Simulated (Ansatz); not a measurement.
**Relaxing an invented LiPb2 structure**

Theory: DFT PBE, scalar-relativistic, plane waves, PAW in Ansatz 0.2.0. Cutoff 420 eV, Gaussian smearing, Γ-centred meshes. Cell and atoms relax first on a coarse mesh and then on a finer one. In between, the cell is made exact in the group found at 0.06 Å. In metals the finer mesh still leaves noise of several meV/atom or more. The steps can't lower the symmetry of their start. No spin polarisation.

Recipe of this trial structure of LiPb2: close-packed layers stacked ABC (P-3m1, No. 164) (elements of the layers in order: Pb Pb Li). The dimensions are guesses.

```xyz
3
Lattice="3.0219 0.0000 0.0000 -1.5110 2.6171 0.0000 0.0000 0.0000 7.5260" Properties=species:S:1:pos:R:3 pbc="T T T"
Li    0.0000    0.0000    3.7630
Pb    0.0000    1.7447    6.1455
Pb    1.5110    0.8724    1.3806
```

Formation energies are uncorrected and refer to the elements' standard structures at the same level.

Problem. Which structure results?

Solution. The symmetry stays P-3m1 (No. 164). The end has the cadmium iodide type. The volume per atom grows by 37.7 %, from 19.8 to 27.3 Å³. The shortest distance goes from 2.95 Å (Li–Pb) to 3.14 Å (Li–Pb). The ratio c/a of the conventional cell changes by a factor of 0.84. The energy falls by about 0.52 eV/atom (the start's value is from the coarse mesh). Conventional cell: a = 3.556 Å, c = 7.483 Å. Li has 6 Pb at 3.14 Å and 6 Li at 3.56 Å; Pb has 3 Li at 3.14 Å and 9 Pb at 3.42–3.56 Å.

Space group P-3m1 (No. 164). a = 3.556 Å, b = 3.556 Å, c = 7.483 Å, α = 90.00°, β = 90.00°, γ = 120.00°
| atom | site | symmetry | x | y | z |
| --- | --- | --- | --- | --- | --- |
| Li | 1b | -3m. | 0.0000 | 0.0000 | 0.5000 |
| Pb | 2d | 3m. | 0.3333 | 0.6667 | 0.8169 |

Problem. How does it come out in energy, and is it a metal?

Solution. The energy over the elements is −0.10 eV/atom and the gap on the 18×18×6 mesh of the 3-atom cell is 0 eV (a metal).

A negative formation energy is needed for stability but isn't enough: competing phases decide.

The last run used Gaussian smearing of 0.10 eV. These runs have no spin–orbit coupling, which can matter for Pb. A structure relaxed within its symmetry needn't be a true minimum.
